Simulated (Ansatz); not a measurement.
# TiTeS, first-principles data

TiTeS:
```
TiTeS
1.0
    3.59471     0.00000     0.00000
   -1.79736     3.11311     0.00000
    0.00000     0.00000     6.36441
Ti Te S
1 1 1
Direct
  0.33333   0.66667   0.03417
  0.00000   0.00000   0.74131
  0.66667   0.33333   0.22452
```

Space group P3m1 (No. 156); conventional cell a = 3.5947 Å, b = 3.5947 Å, c = 6.3644 Å, α = 90.00°, β = 90.00°, γ = 120.00°.

Method: the program Ansatz at the r²SCAN+D4 level (PAW). The cell and atoms are relaxed at this level. Other levels are named where they apply.

Cell and energy:

```json
{
 "volume_per_atom": "23.74 Å³",
 "density": "4.84 g/cm³",
 "Formation energy from the elements (no fitted shifts)": "-1.20 eV/atom"
}
```

Electronic structure:

```json
{
 "electronic_character": "metallic (no gap)",
 "Density of states at the Fermi level": "0.30 states/eV per atom (mean over ±0.08 eV)",
 "Gap with spin–orbit coupling": "none (metallic)"
}
```

Mechanics:

```json
{
 "Bulk modulus (Birch–Murnaghan fit)": "23.7 GPa",
 "Pressure derivative B′": "10.8"
}
```

Phonons:

```json
{
 "highest_zone_centre_frequency": "43.5 meV",
 "zone_centre_stability": "no imaginary mode at Γ"
}
```

Charges:

```json
{
 "bader_charges": "Ti +1.65, Te -0.61, S -1.04 e"
}
```

The workflow started from a Materials Project entry (that database holds measured and hypothetical structures alike); the Crystallography Open Database copy checked does not list it. Its standing as an ambient phase is unchecked. Symmetry was held in the r²SCAN+D4 relaxation. The run is not spin-polarised. As this level gives no gap, phonon frequencies hold no LO–TO term and depend on the k-mesh and smearing (Fermi–Dirac, 0.1 eV here). The references are the lowest solids computed at this level, not always the standard phases. Scalar-relativistic: spin–orbit coupling is off unless named, which matters more the heavier the elements.

Potentials: the later of the program's two PAW sets.
